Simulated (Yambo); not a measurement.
# RuP$_{2}$: sweep of GW parameters

G0W0@PBEsol for RuP₂ (space group Pnnm, No. 58) in Yambo. Reference settings: 2×2×4 Γ-centred k mesh, bands 9 to 171 and a 8 Ry block in the screening, 171 bands in G with the Bruneval-Gonze terminator, plasmon pole fitted at 27.2 eV. The PBEsol gap (0, -0.5, -0.5) → (0, 0, 0.25) on this mesh is 0.48 eV; G0W0 gaps are taken between the same points.

```
change from the reference       G0W0 gap (0, -0.5, -0.5) → (0, 0, 0.25) (eV)  shift of the valence edge (eV)        rough Yambo cost
------------------------------  --------------------------------------------  ------------------------------  ----------------------
reference settings                                                      1.22                           -0.33                       1
69 bands in W, 69 bands in G                                            1.15                            0.03               about 1/2
113 bands in W, 113 bands in G                                          1.20                           -0.21  within a factor of two
69 bands in G                                                           1.21                           -0.24                       –
113 bands in G                                                          1.22                           -0.31                       –
84 bands in W                                                           1.18                           -0.13  within a factor of two
1 Ry block                                                              0.95                            0.35  within a factor of two
3 Ry block                                                              1.11                            0.01  within a factor of two
7 Ry block                                                              1.21                           -0.31  within a factor of two
pole fitted at 55 eV                                                    1.26                           -0.42                       –
no random integration                                                   1.21                           -0.15                       –
69 bands in G, no terminator                                            1.32                            0.28                       –
113 bands in G, no terminator                                           1.32                           -0.08                       –
no terminator                                                           1.28                           -0.22                       –
```

The reference isn't shown to be the converged limit. Costs are rough (shared machines), scaled to the same edge states, and given only for runs that recompute the screening. In the run with 171 bands and a 8 Ry block, which covers more k points, the smallest G0W0 gap is 0.86 eV, Γ → (0, 0, 0.25).

Spin-orbit splittings are left out.

Geometry of the Materials Project entry, not relaxed at this level; primitive cell a = 5.1101 Å, b = 5.9002 Å, c = 2.8975 Å, α = 90.00°, β = 90.00°, γ = 90.00°.

A shift is the quasiparticle energy of the state minus its PBEsol energy.
